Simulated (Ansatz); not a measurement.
# Calculated with Ansatz: H2CF2, settings compared

The command:

```bash
ansatz run input.yaml --threads 1 --pin off --max-ram 2560MiB --backend cpu --events-out ev --progress --plain --runs-dir out
```

Input:

```yaml
crystal:
  lattice:
    - [-2.633891, 0.0, 1.709573]
    - [2.633891, 0.0, 1.709573]
    - [0.0, 4.708934, 1.709573]
  atoms:
    - { symbol: F, position: [0.10695, 0.10695, 0.272] }
    - { symbol: F, position: [0.37895, 0.37895, 0.728] }
    - { symbol: C, position: [0.99625, 0.99625, 0.0] }
    - { symbol: H, position: [0.76067, 0.98633, 0.0] }
    - { symbol: H, position: [0.98633, 0.76067, 0.0] }
  symmetry: { tolerance: 0.0003 }
kpoints:
  mp_grid: { grid: [7, 7, 7], shift: [0, 0, 0] }
magnetization:
  spin_polarized: false
scf:
  occupations: { method: fermi_dirac }
hamiltonian:
  pseudopotentials: { kind: paw }
  xc: pbe
basis:
  ecutwfc: 420
output:
  forces: true
  stress: true
  eigenvalues: true
```

Origin of the cell: a known structure type with other elements, at an estimated volume, so it need not be a known compound.

The smearing width isn't typed, so it takes its default of 0.1 eV.

Output of this run (shortened):

```
Pseudopotentials: kind: paw
Pseudopotential: F, paw, valence charge 7, recommended cutoff 420 eV (normal), F.paw.azcp
Pseudopotential: C, paw, valence charge 4, recommended cutoff 420 eV (normal), C.paw.azcp
Pseudopotential: H, paw, valence charge 1, recommended cutoff 420 eV (normal), H.paw.azcp
Functional definition: PBE
  exchange = pbe_x(kappa = kappa, mu = beta*pi^2/3)
  correlation = pbe_c(beta = beta)
Crystal: 5 atoms, lattice volume = 42.407 Å³
Basis set: ecut = 420 eV, 847 PW (Γ), exchange–correlation on 48×48×72 points (8 copies of the dense FFT grid, shifted against one another)
Bands: 15, of which v1, the nominal top of the filled ones, is band 10 counted from 1 (9 counted from 0)
Symmetry: 4 space group operations
Space group: Fmm2 (ITA 42), of the structure as read, at distance tolerance 1.0e-3 Å
[… 7 lines left out …]
Initial density: superposition of atomic densities (neutral atoms: chi_scale 0, normalization atom), corrected by the library's trained network
Functional: x = pbe(κ = 0.804, μ = 0.219515), c = pbe(β = 0.066725)
SCF iter   1: F=—  HF=-1888.021407 eV  Δρ=1.63e-2  dr2=2.82e-2
SCF iter   2: F=—  HF=-1888.010840 eV  Δρ=7.12e-3  dr2=6.36e-3  defer=3
SCF iter   3: F=—  HF=-1888.009849 eV  Δρ=4.81e-3  dr2=5.28e-3
SCF iter   4: F=—  HF=-1888.008566 eV  Δρ=4.30e-4  dr2=2.82e-5
SCF iter   5: F=—  HF=-1888.008564 eV  Δρ=7.64e-5  dr2=7.04e-7
SCF iter   6: F=-1888.008564 eV  HF=-1888.008564 eV  Δρ=1.71e-5  dr2=3.62e-8
SCF 1 converged in 6 iterations: F = -1888.008564 eV  dr2 = 3.62e-8
SCF converged after 6 iterations
Free energy (F): -1888.008564 eV
Harris-Foulkes:  -1888.008564 eV  (|F-HF|=2.16e-8)
Internal energy: -1888.008564 eV  (E = F + TS)
E sigma→0 (E₀):  -1888.008564 eV
Fermi energy:    1.768029 eV
--- Per-component energies (eV) ---
  E_band       = -176.454940
  E_kinetic    = 546.672671
  E_local      = -1577.491205  (includes V_loc(G=0)·N_el)
  E_nonlocal   = 187.329445
  E_hartree    = 549.703667
  E_xc         = -227.784335
  E_vxc        = -289.746404  (∫ρ·V_xc dr)
  E_paw        = -503.388894  (= ΣΔE_a)
  E_vpaw       = -142.620484  (= ΣTr[D̂ρ^β])
  E_aug_tail   = -0.001385  (compensation charges beyond the density's cutoff)
  E_ewald      = -863.048529
  E_smearing   = -0.000000  (= −TS)
  Σ components = -1888.008564   (vs F -1888.008564, Δ=0.00e0)
--- Forces (eV/Å), atoms counted from 1 ---
  atom   1  F      0.000000    -3.547990    -1.677438
  atom   2  F      0.000000     3.547990    -1.677438
  atom   3  C      0.000000     0.000000    45.040944
  atom   4  H     32.659088     0.000000   -20.842835
  atom   5  H    -32.659088     0.000000   -20.842835
  max |Σ_I F_I| component: 3.99e-4 eV/Å
--- Stress (GPa, compression-positive) ---
      153.184261       0.000000       0.000000
        0.000000     -31.557797       0.000000
        0.000000       0.000000      60.690567
  P = ⅓ Tr σ = 60.7723 GPa (607.723 kbar)
```

The same input was run again with these changes:

1. `scf.lower_state_search` default → "off"; `scf.algorithm` default → direct_min; `basis.ecutrho_ratio` default → 9
2. `basis.ecutwfc` 420 → "22.0 Ry"
3. `kpoints.mp_grid.shift` [0, 0, 0] → [0.5, 0.5, 0.5]
4. `scf.convergence.dr2_threshold` default → 1.0e-11; `hamiltonian.dispersion` default → d4; `crystal.symmetry` { tolerance: 0.0003 } → { detect: false }

```tsv
run	end	SCF iterations	P (GPa)	max force component (eV/Å)	moment (μB)	ΔE(σ→0) (meV/atom)
base	converged	6	60.77	45.041	–	0
1	converged	5	60.77	45.041	–	0.00
2	converged	7	60.52	45.282	–	306.54
3	converged	6	60.77	45.041	–	0.00
4	converged	10	59.86	45.020	–	–
```

Energies are compared only where functional, datasets, charge and starting cell are the same.

Not properties of the system: run 2 (too coarse or loose: `basis.ecutwfc` = "22.0 Ry").

Caveats of the base run: the given cell is far from equilibrium, with atoms too close or a volume far off.

Run 2: the cutoff lies below the datasets' advice.

The base run ran for 2 s on 1 thread of Intel(R) Xeon(R) 6975P-C (Granite Rapids), with other jobs on the host, peak memory 0.46 GiB, from the program's own first density.
